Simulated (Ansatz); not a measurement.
Input for Ansatz (plane-wave DFT, PAW):

```yaml
crystal:
  lattice:
    - [3.8842102163, 0.0, 0.0]
    - [-1.9421051081, 3.3638247209, 0.0]
    - [0.0, 0.0, 19.0550033004]
  atoms:
    - { symbol: Zn, position: [0.0, 0.0, 3.033e-05] }
    - { symbol: Zn, position: [0.0, 0.0, 0.50003033] }
    - { symbol: Zn, position: [0.3333333333, 0.6666666667, 0.1668077931] }
    - { symbol: Zn, position: [0.6666666667, 0.3333333333, 0.6668077931] }
    - { symbol: Zn, position: [0.6666666667, 0.3333333333, 0.3332640908] }
    - { symbol: Zn, position: [0.3333333333, 0.6666666667, 0.8332640908] }
    - { symbol: S, position: [0.0, 0.0, 0.1251143124] }
    - { symbol: S, position: [0.0, 0.0, 0.6251143124] }
    - { symbol: S, position: [0.3333333333, 0.6666666667, 0.2916509311] }
    - { symbol: S, position: [0.6666666667, 0.3333333333, 0.7916509311] }
    - { symbol: S, position: [0.6666666667, 0.3333333333, 0.4581325425] }
    - { symbol: S, position: [0.3333333333, 0.6666666667, 0.9581325425] }
basis:
  ecutwfc: 500
kpoints:
  mp_grid: { grid: [6, 6, 2] }
hamiltonian:
  xc: r2scan
scf:
  occupations: { method: gaussian, width: 0.02 }
output:
  forces: true
  stress: true
  eigenvalues: true
relax:
  adjacent_minimum: "off"
  f_tol: 0.01
  max_steps: 30
  cell: { stress_tol: 0.1, fix: [volume] }
```

Launched with
```bash
ansatz run input.yaml --threads 2 --pin off --max-ram 5120MiB --backend cpu --events-out ev --progress --plain --runs-dir out
```

All numbers below come from Ansatz, DFT r2SCAN, scalar-relativistic, plane waves, PAW.

Part of what the program printed, abridged:

```
Pseudopotentials: kind: paw
Pseudopotential: Zn, paw, valence charge 12, recommended cutoff 500 eV (meta_gga)
Pseudopotential: S, paw, valence charge 6, recommended cutoff 500 eV (meta_gga)
Functional definition: r2SCAN
Crystal: 12 atoms, lattice volume = 248.969 Å³
Basis set: ecut = 500 eV, 6327 PW (Γ), exchange–correlation on 120×120×576 points (64 copies of the dense FFT grid, shifted against one another)
Bands: 66, of which v1, the nominal top of the filled ones, is band 54 counted from 1 (53 counted from 0)
Symmetry: 12 space group operations
Space group: P63mc (ITA 186), of the structure as read, at distance tolerance 6.3e-5 Å
k-points: 14 of 72
Initial density: superposition of atomic densities (neutral atoms: chi_scale 0, normalization atom), corrected by the library's trained network
Initial wavefunctions: pseudopotential atomic-orbital guess
Functional: x = r2scan, c = r2scan; τ floored in thin density (d = 2e-4 eV/Å³)
SCF iter   1: F=—  HF=-25400.524414 eV  |F-HF|=—  |Δ(HF+E_count)|=         —  Δρ=1.51e-2  dr2=2.78e-1  dr2_τ=3.23e-2  ethr=1.77e-3  ⟨swp⟩=8.4  Hψ=3898  notcnv=0  defer=6
SCF iter   2: F=—  HF=-25400.509585 eV  |F-HF|=—  |Δ(HF+E_count)|=   1.48e-2  Δρ=2.35e-3  dr2=8.98e-3  dr2_τ=1.58e-3  ethr=2.58e-4  ⟨swp⟩=2.6  Hψ=1869  notcnv=0  defer=70
SCF iter   3: F=—  HF=-25400.500270 eV  |F-HF|=—  |Δ(HF+E_count)|=   9.32e-3  Δρ=3.20e-3  dr2=1.19e-2  dr2_τ=8.84e-5  ethr=8.32e-6  ⟨swp⟩=2.0  Hψ=1626  notcnv=0  defer=70
SCF iter   4: F=—  HF=-25400.499373 eV  |F-HF|=—  |Δ(HF+E_count)|=   8.97e-4  Δρ=7.18e-4  dr2=7.11e-4  dr2_τ=2.48e-5  ethr=8.32e-6  ⟨swp⟩=2.6  Hψ=1450  notcnv=0  defer=70
SCF iter   5: F=—  HF=-25400.499465 eV  |F-HF|=—  |Δ(HF+E_count)|=   9.21e-5  Δρ=1.63e-4  dr2=5.91e-5  dr2_τ=1.40e-6  ethr=6.58e-7  ⟨swp⟩=2.2  Hψ=1622  notcnv=0  defer=70
SCF iter   6: F=—  HF=-25400.499346 eV  |F-HF|=—  |Δ(HF+E_count)|=   1.19e-4  Δρ=4.43e-5  dr2=3.64e-6  dr2_τ=1.96e-8  ethr=5.47e-8  ⟨swp⟩=2.0  Hψ=1610  notcnv=0  defer=70
SCF iter   7: F=—  HF=-25400.499347 eV  |F-HF|=—  |Δ(HF+E_count)|=   1.37e-6  Δρ=1.12e-5  dr2=2.63e-7  dr2_τ=3.97e-9  ethr=3.37e-9  ⟨swp⟩=2.0  Hψ=1492  notcnv=0  defer=70
SCF iter   8: F=—  HF=-25400.499347 eV  |F-HF|=—  |Δ(HF+E_count)|=   6.90e-8  Δρ=1.05e-5  dr2=1.69e-7  dr2_τ=1.91e-9  ethr=9.26e-11  ⟨swp⟩=11.9  Hψ=4858  notcnv=0
SCF iter   9: F=-25400.499347 eV  HF=-25400.499347 eV  |F-HF|=2.44e-8  |Δ(HF+E_count)|=   7.73e-8  Δρ=3.29e-6  dr2=1.88e-8  dr2_τ=1.25e-10  ethr=9.26e-11  ⟨swp⟩=3.0  Hψ=3777  notcnv=0
SCF 1 converged in 9 iterations: F = -25400.499347 eV  dr2 = 1.88e-8
relax step   1: F+E_penalty+E_count = -25400.49934731 eV  Δ(F+E_penalty+E_count) = +0.000e0 eV  max|allowed force component| = 5.570e-3 eV/Å  Δτ_max = 0.0000 Å  P = -4.031 GPa  Ω = 248.969 Å³  fix = [volume]  reactions: volume -4.031 GPa (9 SCF iters, dr2 threshold 1.00e-7 eV, accepted)
Initial density: handed on by an earlier stage of this run
Initial wavefunctions: pseudopotential atomic-orbital guess (no wavefunctions were taken with the density)
SCF iter   1: F=—  HF=-25400.499488 eV  |F-HF|=—  |Δ(HF+E_count)|=         —  Δρ=3.30e-6  dr2=2.04e-8  dr2_τ=1.88e-10  ethr=1.26e-7  ⟨swp⟩=4.0  Hψ=6758  notcnv=0
SCF iter   2: F=—  HF=-25400.499347 eV  |F-HF|=—  |Δ(HF+E_count)|=   1.40e-4  Δρ=2.80e-6  dr2=1.12e-8  dr2_τ=2.00e-10  ethr=1.89e-11  ⟨swp⟩=3.0  Hψ=2207  notcnv=0
SCF iter   3: F=—  HF=-25400.499347 eV  |F-HF|=—  |Δ(HF+E_count)|=   2.44e-9  Δρ=1.22e-6  dr2=3.22e-9  dr2_τ=2.75e-11  ethr=1.04e-11  ⟨swp⟩=2.0  Hψ=1357  notcnv=0
SCF iter   4: F=-25400.499347 eV  HF=-25400.499347 eV  |F-HF|=1.60e-10  |Δ(HF+E_count)|=   1.26e-9  Δρ=3.78e-7  dr2=3.28e-10  dr2_τ=2.29e-11  ethr=1.00e-12  ⟨swp⟩=4.2  Hψ=4137  notcnv=0
SCF 2 converged in 4 iterations: F = -25400.499347 eV  dr2 = 3.28e-10
SCF converged after 4 iterations
Free energy (F): -25400.499347 eV
Harris-Foulkes:  -25400.499347 eV  (|F-HF|=1.60e-10)
Internal energy: -25400.499347 eV  (E = F + TS)
E sigma→0 (E₀):  -25400.499347 eV
Fermi energy:    6.105544 eV
--- Per-component energies (eV) ---
  E_band       = -66.776382
  E_kinetic    = 1416.336071
  E_local      = -12481.659452  (includes V_loc(G=0)·N_el)
  E_nonlocal   = 3882.727692
  E_hartree    = 5228.977149
  E_xc         = -1289.380694
  E_vxc        = -881.919412  (∫ρ·V_xc dr)
  E_paw        = -14763.804000  (= ΣΔE_a)
  E_vpaw       = -2503.918496  (= ΣTr[D̂ρ^β])
  E_aug_tail   = -0.000363  (compensation charges beyond the density's cutoff)
  E_vtau       = 43.703394  (kinetic-family band-sum trace: ∫τ·v_τ [+ j·A + Jᵃ·Aᵃ] dr)
  E_ewald      = -7391.941437
  E_core_change = -1.754313  (= ΣΔE_core)
  E_smearing   =  0.000000  (= −TS)
--- Forces (eV/Å), atoms counted from 1 ---
  atom   1  Zn     0.00000000     0.00000000    -0.00251525
  atom   2  Zn     0.00000000     0.00000000    -0.00251525
  atom   3  Zn     0.00000000     0.00000000    -0.00556753
  atom   4  Zn     0.00000000     0.00000000    -0.00556753
  atom   5  Zn     0.00000000     0.00000000    -0.00010816
  atom   6  Zn     0.00000000     0.00000000    -0.00010816
  atom   7  S      0.00000000     0.00000000     0.00311033
  atom   8  S      0.00000000     0.00000000     0.00311033
  atom   9  S      0.00000000     0.00000000     0.00023533
  atom  10  S      0.00000000     0.00000000     0.00023533
  atom  11  S      0.00000000     0.00000000     0.00486010
  atom  12  S      0.00000000     0.00000000     0.00486010
--- Stress (GPa, compression-positive) ---
       -4.019713       0.000000       0.000000
        0.000000      -4.019713       0.000000
        0.000000       0.000000      -4.054056
  P = ⅓ Tr σ = -4.0312 GPa (-40.312 kbar)
--- Band table (eV; the first three rows and the last of 14) ---
  k-point 0: bands = ["-8.4581", "-8.2727", "-8.2637", "-7.8477", "-7.8378", "-7.6007", "-1.4398", "-1.4363", "-1.4363", "-1.4321", "-1.4182", "-1.4182", "-1.4175", "-1.3979", "-1.3979", "-1.3620", "-1.3620", "-1.3519", "-1.3519", "-1.3348", "-1.3348", "-1.2539", "-1.2483", "-0.9792", "-0.9792", "-0.9771", "-0.9771", "-0.9667", "-0.9667", "-0.9620", "-0.9620", "-0.9427", "-0.9427", "-0.9349", "-0.9349", "-0.7824", "-0.1920", "1.1006", "1.1100", "3.2441", "3.2631", "4.0519", "4.0519", "4.2371", "4.2371", "4.2425", "4.2425", "4.6429", "4.6429", "4.6542", "4.6542", "4.8506", "4.8758", "4.8758", "7.3352", "8.3988", "8.5072", "8.5337", "8.6011", "8.7520", "11.6263", "11.6873", "11.7351", "11.7351 ...
  k-point 1: bands = ["-8.4085", "-8.4085", "-8.0640", "-8.0640", "-7.6678", "-7.6678", "-1.4387", "-1.4387", "-1.4297", "-1.4297", "-1.4297", "-1.4297", "-1.3806", "-1.3806", "-1.3806", "-1.3806", "-1.3745", "-1.3745", "-1.3402", "-1.3402", "-1.3402", "-1.3402", "-1.0159", "-1.0159", "-0.9779", "-0.9779", "-0.9779", "-0.9779", "-0.9650", "-0.9650", "-0.9650", "-0.9650", "-0.9383", "-0.9383", "-0.9383", "-0.9383", "0.2585", "0.2585", "2.1358", "2.1358", "4.1014", "4.1014", "4.1014", "4.1014", "4.3071", "4.3071", "4.4377", "4.4377", "4.4377", "4.4377", "4.8131", "4.8131", "4.8131", "4.8131", "7.7871", "7.7871", "8.5393", "8.5393", "8.7596", "8.7596", "11.7095", "11.7095", "11.8178", "11.8178" ...
  k-point 2: bands = ["-8.2881", "-8.1172", "-8.1085", "-7.7312", "-7.7212", "-7.5103", "-1.4450", "-1.4373", "-1.4151", "-1.4065", "-1.4036", "-1.3818", "-1.3723", "-1.3631", "-1.3619", "-1.3459", "-1.3399", "-1.3189", "-1.3173", "-1.3074", "-1.2855", "-1.2299", "-1.2207", "-0.9989", "-0.9962", "-0.9883", "-0.9794", "-0.9746", "-0.9693", "-0.9685", "-0.9511", "-0.9429", "-0.9364", "-0.9276", "-0.9236", "-0.7426", "0.0527", "1.1597", "1.1695", "2.7205", "2.7617", "2.9577", "3.2998", "3.3266", "3.5462", "3.6756", "3.8987", "3.9039", "3.9945", "4.0924", "4.3902", "4.3979", "4.6409", "4.6695", "8.4304", "9.1372", "9.2801", "9.4568", "9.5150", "9.7173", "10.7917", "10.8356", "11.2504", "11.6369" ...
  k-point 13: bands = ["-7.3928", "-7.3928", "-7.3865", "-7.3865", "-7.3734", "-7.3734", "-1.3451", "-1.3451", "-1.3140", "-1.3140", "-1.2698", "-1.2698", "-1.2330", "-1.2330", "-1.2211", "-1.2211", "-1.1908", "-1.1908", "-1.0465", "-1.0465", "-1.0178", "-1.0178", "-1.0175", "-1.0175", "-0.9849", "-0.9849", "-0.9622", "-0.9622", "-0.9560", "-0.9560", "-0.7212", "-0.7212", "-0.6887", "-0.6887", "-0.6832", "-0.6832", "0.3678", "0.3678", "0.4292", "0.4292", "0.5806", "0.5806", "1.6888", "1.6888", "2.0253", "2.0253", "2.3543", "2.3543", "3.0943", "3.0943", "3.2828", "3.2828", "3.4178", "3.4178", "9.9367", "9.9367", "10.0114", "10.0114", "10.1441", "10.1441", "11.2518", "11.2518", "11.6007", "11. ...
--- Relaxed structure (1 steps of the walk, 1 accepted, 1 SCFs on fresh bases) ---
  F+E_penalty+E_count = -25400.49934733 eV   max|allowed force component| = 5.570e-3 eV/Å   (the final SCF, on the basis selected at the relaxed cell)
  cell:  # Å, volume = 248.9689 Å³
    - [3.88421021, 0.0, 0.0]
    - [-1.94210510, 3.36382472, 0.0]
    - [0.0, 0.0, 19.0550033004]
  atoms:
    - { symbol: Zn, position: [0.0, 0.0, 3.033e-5] }
    - { symbol: Zn, position: [0.0, 0.0, 0.50003033] }
    - { symbol: Zn, position: [0.33333333, 0.66666666, 0.16680779] }
    - { symbol: Zn, position: [0.66666666, 0.33333333, 0.66680779] }
    - { symbol: Zn, position: [0.66666666, 0.33333333, 0.3332640908] }
    - { symbol: Zn, position: [0.33333333, 0.66666666, 0.8332640908] }
    - { symbol: S, position: [0.0, 0.0, 0.1251143124] }
    - { symbol: S, position: [0.0, 0.0, 0.6251143124] }
    - { symbol: S, position: [0.33333333, 0.66666666, 0.29165093] }
    - { symbol: S, position: [0.66666666, 0.33333333, 0.79165093] }
    - { symbol: S, position: [0.66666666, 0.33333333, 0.4581325425] }
    - { symbol: S, position: [0.33333333, 0.66666666, 0.95813254] }
```

The relaxation met its thresholds.

Time: 24 s on 2 threads of Intel(R) Xeon(R) 6975P-C (Granite Rapids) (shared host), peak memory 1.1 GiB.